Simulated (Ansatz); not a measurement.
MnAs (zincblende structure)

Computed with Ansatz (plane waves, PAW, 420 eV cutoff): PBEsol, scalar-relativistic, collinear spin, Γ-centred 12×12×12 mesh, 0.05 eV Gaussian smearing. The datasets are Ansatz's generated set soft_2.

```xyz
2
Lattice="0.0000 2.7484 2.7484 2.7484 0.0000 2.7484 2.7484 2.7484 0.0000" Properties=species:S:1:pos:R:3 pbc="T T T"
Mn    0.0000    0.0000    0.0000
As    1.3742    1.3742    1.3742
```

This is a trial structure; measured cells of the compound in the Crystallography Open Database are in space group Pnma.

Magnetic state: ferromagnetic, site spin moments Mn 3.12; As -0.13 μB.

Cell and atoms are those of this level's equilibrium.

The cell has space group F-43m (read at 0.01 Å). In it the stress is -0.01, -0.01, -0.01, 0.00, 0.00, 0.00 GPa and the largest force component 0.000 eV/Å. Each change below starts from this cell, without further relaxation. Stress is in GPa, positive in compression, in the order xx, yy, zz, yz, xz, xy; energies are counted from the cell above and are free energies with the smearing's entropy, which match forces and stress in a metal.

What happens when atom 2 (As) is moved by 0.08 Å along x?

The energy changes by 26.6 meV per cell, and the force on it along the shift is -0.661 eV/Å (−F/u = 8.26 eV/Å²). Stress: 0.09, 0.44, 0.44, -3.26, 0.00, 0.00. Spin moments: Mn 3.10; As -0.12 μB.
```
atom  Fx (eV/Å)     Fy     Fz
 Mn1      0.661  0.000  0.000
 As2     -0.661  0.000  0.000
```
In a harmonic crystal the energy would rise by −½F·u = ½ × 8.26 × 0.08² eV = 26.4 meV, which matches.

What stress follows from an engineering strain of 2 % in yz, atoms carried along?

0.09, 0.09, 0.09, -1.02, 0.00, 0.00 GPa; the energy changes by 2.5 meV per cell.
```
atom  Fx (eV/Å)     Fy     Fz
 Mn1      0.211  0.000  0.000
 As2     -0.211  0.000  0.000
```
The change of the stress over the strain gives a clamped-atom stiffness of about 51 GPa for this component.
In a harmonic crystal the energy would rise by V(½Cε² − σ₀ε), with σ₀ the stress of the unstrained cell, = 2.7 meV, close to the run's value; the rest is anharmonic or numerical.

The run wasn't fully tested for a lower electronic state. Site moments are of spin, integrated over atomic spheres. No antiparallel order was tried.
